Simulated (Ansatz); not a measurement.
## Notes on Sr2TiS4

```yaml
crystal:
  lattice:
    - [0.00000, 4.32465, 0.00000]
    - [4.32465, 0.00000, 0.00000]
    - [2.16232, 2.16232, -7.13504]
  atoms:
    - { symbol: Sr, position: [0.35600, 0.35600, 0.28800] }
    - { symbol: Sr, position: [0.64400, 0.64400, 0.71200] }
    - { symbol: Ti, position: [0.00000, 0.00000, 0.00000] }
    - { symbol: S, position: [0.50000, 0.00000, 0.00000] }
    - { symbol: S, position: [0.00000, 0.50000, 0.00000] }
    - { symbol: S, position: [0.15700, 0.15700, 0.68600] }
    - { symbol: S, position: [0.84300, 0.84300, 0.31400] }
```

The numbers come from plane-wave PAW DFT (Ansatz): r2SCAN, with U = 3.11 eV and J = 0.77 eV on Ti d (all-electron-ortho-atomic projectors), collinear spin, 500 eV, 5×5×5 Γ-centred k points, fermi-dirac occupations (width 0.1 eV). Nothing was relaxed.

The state carries no moments; the state need not be the lowest.

Task: How is the charge shared?

Result: Bader charges in e: Sr +1.51, Ti +1.83, S -1.30 to -1.12. In the mean Ti gives up most and S takes most.

Task: Metal or insulator?

Result: It is a metal, with about 0.32 states/eV a cell as the mean within 0.25 eV of the Fermi level, mostly S p (87 %).

Task: Which atom feels the largest force, and which way?

Result: The largest is on S6 (and as large on other atoms): 3.50 eV/Å, components (0.00, 0.00, 3.50). It makes 180° with the line to a nearest neighbour, Ti3 at 2.24 Å, pointing away from it.

Task: What does the stress say?

Result: The pressure is 26.6 GPa (compression positive), so with the atoms held at these fractions the cell would first expand; the forces are large, so a full relaxation may end otherwise. The principal stresses 26.1, 26.1, 27.4 GPa differ, so its shape would change too.

Origin: a known structure type with other elements, at an estimated volume, so it need not be a known compound. Caveats: the k mesh is coarse if the cell is a metal; atoms or cell far from equilibrium.
